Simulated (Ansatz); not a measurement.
# Is this Ta3N4 structure a true minimum?

The structure comes from a generated guess, relaxed at this level; another structure or a mixture of phases may lie lower.

Level of theory: DFT PBE, scalar-relativistic, plane waves, PAW (Ansatz). Plane waves to 420 eV, a k mesh through Γ of 8×8×8 on the computed 7-atom cell and Gaussian smearing (0.10 eV); no spin polarisation.

The cell below (7 atoms, space group P-43m (No. 215)) is relaxed within its symmetry.

```xyz
7
Lattice="4.6871 0.0000 0.0000 0.0000 4.6871 0.0000 0.0000 0.0000 4.6871" Properties=species:S:1:pos:R:3 pbc="T T T"
Ta    0.0000    0.0000    2.3436
Ta    2.3436    0.0000    0.0000
Ta    0.0000    2.3436    0.0000
N     3.5510    1.1361    1.1361
N     1.1361    3.5510    1.1361
N     1.1361    1.1361    3.5510
N     3.5510    3.5510    3.5510
```

For the test it was strained at random (σ = 1.5 % a component), the atoms were moved at random (σ = 0.15 Å), and all was relaxed again on a coarse 6×6×6 mesh (in the run’s order of axes) with 0.20 eV smearing, with no symmetry imposed.

Spin–orbit coupling, which can matter for Ta, is left out.

Problem. Does it come back?

Solution. It returns, within 1 meV/atom of the unmoved cell on that mesh and with the same symmetry when read at 0.1 Å. So it is stable against the distortions that fit this cell and that this random move excites. Modes that don't fit the cell aren't tested.
